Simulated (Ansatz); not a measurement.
Given:

Au:
```
Au
1.0
    2.90392     0.00000     0.00000
   -1.45196     2.51487     0.00000
    0.00000     0.00000     9.61562
Au
4
Cartesian
  1.45196   0.83829   7.21172
  0.00000   0.00000   0.00000
  0.00000   1.67658   2.40391
  0.00000   0.00000   4.80781
```

This is the r²SCAN-relaxed structure.

Problem. All from DFT-r²SCAN in the program Ansatz with PAW potentials, unless another level is named. Predict the density of states at the Fermi level.

Solution. 0.28 states/eV per atom (mean over ±0.08 eV).

Problem. And the gap with spin–orbit coupling?

Solution. none (metallic).

Space group P6_3/mmc (dhcp (α-La type)). The start of the workflow was typed in or built on a structure type; the Crystallography Open Database files this formula in space group No. 194, but the cells were not matched. It is not the phase usual at ambient conditions (space group No. 225). The cell was relaxed with r²SCAN under the symmetry of its start; its stability against distortions is not shown here. Spin–orbit coupling is left out wherever it is not named.

Potentials: the earlier of the program's two PAW sets.
